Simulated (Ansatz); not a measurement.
An elastic tensor (GPa, Voigt order, standard axes) from DFT-r²SCAN in the program Ansatz with PAW potentials:

|  | 1 | 2 | 3 | 4 | 5 | 6 |
|---|---|---|---|---|---|---|
| 1 | 179 | 58.4 | 58.4 | 0.0 | 0.0 | 0.0 |
| 2 | 58.4 | 179 | 58.4 | 0.0 | 0.0 | 0.0 |
| 3 | 58.4 | 58.4 | 179 | 0.0 | 0.0 | 0.0 |
| 4 | 0.0 | 0.0 | 0.0 | 31.3 | 0.0 | 0.0 |
| 5 | 0.0 | 0.0 | 0.0 | 0.0 | 31.3 | 0.0 |
| 6 | 0.0 | 0.0 | 0.0 | 0.0 | 0.0 | 31.3 |

Which of these materials gives this?
A) AlPd, P2_13 (Al on 4a, Pd on 4a)
B) GaP, rock salt
C) C, Pn-3m (C on 2a, C on 8e)
D) MnSi, P2_13 (Mn on 4a, Si on 4a)

B, GaP, rock salt

Space group Fm-3m (rock salt). The start of the workflow was typed in or built on a structure type; neither database checked (COD, Materials Project) lists it. It is not the phase usual at ambient conditions (space group No. 216). The cell was relaxed with r²SCAN under the symmetry of its start; its stability against distortions is not shown here. As this level gives no gap, shear constants depend on the k-mesh and smearing (Fermi–Dirac, 0.1 eV here). Scalar-relativistic: spin–orbit coupling is off unless named, which matters more the heavier the elements.

Potentials: the later of the program's two PAW sets.
